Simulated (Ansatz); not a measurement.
**SiO2 with indium replacing Si: do the settings matter for the field gradients?**

Cell: a supercell of SiO2 (cristobalite type, P4_12_12) built from an entry of the Crystallography Open Database (COD), with the ions relaxed around the defect (PBE).

```cif
data_structure
_symmetry_space_group_name_H-M 'P 1'
_symmetry_Int_Tables_number 1
_cell_length_a 8.5618
_cell_length_b 8.5618
_cell_length_c 7.0456
_cell_angle_alpha 65.704
_cell_angle_beta 65.704
_cell_angle_gamma 48.593
_cell_volume 345.65
loop_
_atom_site_label
_atom_site_type_symbol
_atom_site_fract_x
_atom_site_fract_y
_atom_site_fract_z
_atom_site_occupancy
In1 In 0.00029 0.00044 0.30002 1
Si2 Si 0.50025 0.50041 0.82242 1
Si3 Si 0.46632 0.79279 0.38994 1
Si4 Si 0.92080 0.33483 0.85153 1
Si5 Si 0.24783 0.24654 0.44054 1
Si6 Si 0.75302 0.75404 0.93417 1
Si7 Si 0.07985 0.66600 0.10647 1
Si8 Si 0.53451 0.20782 0.64858 1
O9 O 0.06941 0.17584 0.02619 1
O10 O 0.56640 0.62996 0.60212 1
O11 O 0.41486 0.01944 0.36928 1
O12 O 0.85361 0.57265 0.81031 1
O13 O 0.35907 0.29874 0.52055 1
O14 O 0.94620 0.75137 0.93177 1
O15 O 0.29224 0.66106 0.98020 1
O16 O 0.73734 0.19849 0.48810 1
O17 O 0.14689 0.42832 0.23622 1
O18 O 0.58564 0.98135 0.80340 1
O19 O 0.05482 0.24900 0.62883 1
O20 O 0.64223 0.70145 0.17776 1
O21 O 0.26382 0.80175 0.42242 1
O22 O 0.70846 0.33971 0.93257 1
O23 O 0.43393 0.37106 0.79778 1
O24 O 0.93082 0.82555 0.27021 1
```

Atom numbers follow the list; atoms alike are taken as one site, whose name carries the number of the first.

Reference run. All values are calculated (Ansatz; DFT, PBE, plane waves and PAW, scalar-relativistic, collinear spin, 420 eV cutoff, Γ-centred 3×3×3 k-points, Fermi–Dirac smearing 0.01 eV), not measured. Start moments as typed (μB): 1 on each In, none on the rest.

Task: The input is changed as follows: `scf.n_extra_bands`: not typed → 32; `basis.xc_grid`: not typed → 2. What happens to V_zz (10²¹ V/m²) and η?

Result: 

```json
{"site": "In", "atom": "1", "V_zz reference": "-5.09", "η reference": "0.46", "V_zz changed": "-5.09", "η changed": "0.46"}
{"site": "Si5", "atom": "5", "V_zz reference": "0.54", "η reference": "0.63", "V_zz changed": "0.54", "η changed": "0.63"}
{"site": "O9", "atom": "9", "V_zz reference": "5.13", "η reference": "0.44", "V_zz changed": "5.13", "η changed": "0.44"}
{"site": "O10", "atom": "10", "V_zz reference": "8.81", "η reference": "0.30", "V_zz changed": "8.81", "η changed": "0.30"}
{"site": "O13", "atom": "13", "V_zz reference": "9.44", "η reference": "0.02", "V_zz changed": "9.44", "η changed": "0.02"}
{"site": "O14", "atom": "14", "V_zz reference": "8.09", "η reference": "0.22", "V_zz changed": "8.09", "η changed": "0.22"}
{"site": "O16", "atom": "16", "V_zz reference": "7.05", "η reference": "0.30", "V_zz changed": "7.05", "η changed": "0.30"}
{"site": "O17", "atom": "17", "V_zz reference": "8.65", "η reference": "0.22", "V_zz changed": "8.65", "η changed": "0.22"}
{"site": "O18", "atom": "18", "V_zz reference": "9.44", "η reference": "0.15", "V_zz changed": "9.44", "η changed": "0.15"}
{"site": "O20", "atom": "20", "V_zz reference": "9.42", "η reference": "0.02", "V_zz changed": "9.42", "η changed": "0.02"}
{"site": "O21", "atom": "21", "V_zz reference": "7.02", "η reference": "0.30", "V_zz changed": "7.02", "η changed": "0.30"}
{"site": "O24", "atom": "24", "V_zz reference": "5.13", "η reference": "0.44", "V_zz changed": "5.13", "η changed": "0.44"}
```

All printed values agree. The table leaves out 10 of the 22 sites, with |V_zz| up to 9.46; their tensors move by 0.01 at most along any direction.

On the reference run: The defect repeats with the cell of 24 atoms, so it feels its images: sites between two images don't show the values beside a lone defect, and zeros or small values of η there can come from the images' arrangement. O and Si carry a gradient in the pure host already, so the values there aren't the defect's effect alone. The centre was started off its lattice site, so that it could distort. The defect cell has no gap above 0.1 eV on its mesh, so the values can hang on the smearing and the k-mesh. Without spin–orbit coupling (the program notes it for In) the gradients can shift by some per cent, and by up to a factor of two as the program warns, since there is no gap. The run lost most of its start moments on In; a state with other moments may lie lower.
